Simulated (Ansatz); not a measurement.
A geometry of Al away from equilibrium: the start of the relaxation of a generated cell, Al placed in the trigonal-Te structure type. All values below come from PBE (plane waves to 420 eV, PAW, scalar-relativistic; Ansatz, a quantum-chemistry and plane-wave program). Γ-centred k-mesh 10×10×7 on the run's cell (coarser than for final values), Fermi–Dirac smearing 0.05 eV.

```xyz
3
Lattice="3.7427 0.0000 0.0000 -1.8713 3.2412 0.0000 0.0000 0.0000 4.9731" Properties=species:S:1:pos:R:3:forces:R:3 pbc="T T T" free_energy=-1610.689 pressure_GPa=5.8
Al     0.9866     0.0000     1.6577    2.2534    0.0000    0.0000
Al    -0.4933     0.8544     3.3154   -1.1267    1.9515    0.0000
Al     1.3780     2.3868     0.0000   -1.1267   -1.9515    0.0000
```

Positions in Å, forces in eV/Å, free energy of the cell in eV (comparable only within this code, potentials and settings). Largest force: 2.25 eV/Å, on Al1, Al2, Al3 (atoms numbered as listed); the geometry lies 0.61 to 0.62 eV/atom (the two k-meshes of the run give this range) above the end of its relaxation.

No spin polarisation in the result.

The run could not lose the symmetry of its start.
